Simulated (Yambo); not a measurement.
Sr2RuH6 (space group Fm-3m, No. 225), G0W0@PBEsol in Yambo with this input:

```
rim_cut
gw0
dyson
el_el_corr
HF_and_locXC
ppa
em1d
RandQpts= 1000000
RandGvec= 1 Ry
EXXRLvcs= 84 Ry
VXCRLvcs= 336 Ry
Chimod= "HARTREE"
% BndsRnXp
 5 | 159 |
%
NGsBlkXp= 7 Ry
% LongDrXp
 1.0 | 1.0 | 1.0 |
%
PPAPntXp= 27.2114 eV
% GbndRnge
 1 | 159 |
%
GTermKind= "BG"
DysSolver= "n"
ExtendOut
```

On a 4×4×4 mesh, with wavefunctions cut at 84 Ry, the gap (Γ → X) is 3.438 eV and the valence edge shifts by -0.500 eV.

What happens with this change: exchange cut at 20 Ry?

The gap falls by 0.102 eV, to 3.336 eV; the shift of the valence edge becomes -0.153 eV. Neither run is shown to be the converged limit.

Spin-orbit coupling is not included.

Geometry of the Materials Project entry, not relaxed at this level; primitive cell a = 5.374 Å, b = 5.374 Å, c = 5.374 Å, α = 60.00°, β = 60.00°, γ = 60.00°.

A shift is the quasiparticle energy of the state minus its PBEsol energy.
